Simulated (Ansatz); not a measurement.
C:
```cif
data_C6
_chemical_formula_sum 'C6'
_space_group_name_H-M_alt 'P 1'
_space_group_IT_number 1
_cell_length_a 3.78276
_cell_length_b 3.78276
_cell_length_c 3.78276
_cell_angle_alpha 109.471
_cell_angle_beta 109.471
_cell_angle_gamma 109.471
loop_
_space_group_symop_operation_xyz
  'x, y, z'
loop_
_atom_site_label
_atom_site_type_symbol
_atom_site_fract_x
_atom_site_fract_y
_atom_site_fract_z
_atom_site_occupancy
C1 C 0.50000 0.75000 0.25000 1
C2 C 0.25000 0.50000 0.75000 1
C3 C 0.75000 0.50000 0.25000 1
C4 C 0.50000 0.25000 0.75000 1
C5 C 0.25000 0.75000 0.50000 1
C6 C 0.75000 0.25000 0.50000 1
```

Relaxed with r²SCAN. r²SCAN (plane waves, PAW; program Ansatz) gives a gap of 2.53 eV.

What gap does HSE06 give on the same cell (Ansatz, PAW)?

3.64 eV, 1.11 eV more. The hybrid was solved on a coarser mesh and at special points; its gap is the smallest among all of these.

```json
[
 {"k": "Γ", "v1 r²SCAN": "-4.67", "c1 r²SCAN": "5.31", "v1 HSE06": "-4.76", "c1 HSE06": "6.31"},
 {"k": "H", "v1 r²SCAN": "0.00", "c1 r²SCAN": "4.36", "v1 HSE06": "[?]", "c1 HSE06": "[?]"},
 {"k": "P", "v1 r²SCAN": "-4.05", "c1 r²SCAN": "7.03", "v1 HSE06": "[?]", "c1 HSE06": "[?]"},
 {"k": "N", "v1 r²SCAN": "-1.60", "c1 r²SCAN": "5.10", "v1 HSE06": "[?]", "c1 HSE06": "[?]"}
]
```

Top valence (v1) and lowest conduction level (c1) in eV from each method's valence maximum (which need not be a listed point): supply the withheld HSE06 values.


- P, v1 HSE06: -4.08
- P, c1 HSE06: 8.17
- N, v1 HSE06: -1.65
- N, c1 HSE06: 6.24
- H, v1 HSE06: 0.00
- H, c1 HSE06: 5.52

Cost on shared cores: the r²SCAN run (SCF on a 9×9×9 mesh, then bands and DOS) around 30 core-seconds (rough), the HSE06 run (SCF on 5×5×5, then a few points) roughly 70 core-seconds; the tasks are unlike.

Space group Im-3m. The start of the workflow was typed in or built on a structure type; neither database checked (COD, Materials Project) lists it. It is not the phase usual at ambient conditions (space group No. 194, 227). The r²SCAN relaxation kept the symmetry of its start; whether a distortion lowers the energy is not shown.

Potentials: the earlier of the program's two PAW sets.
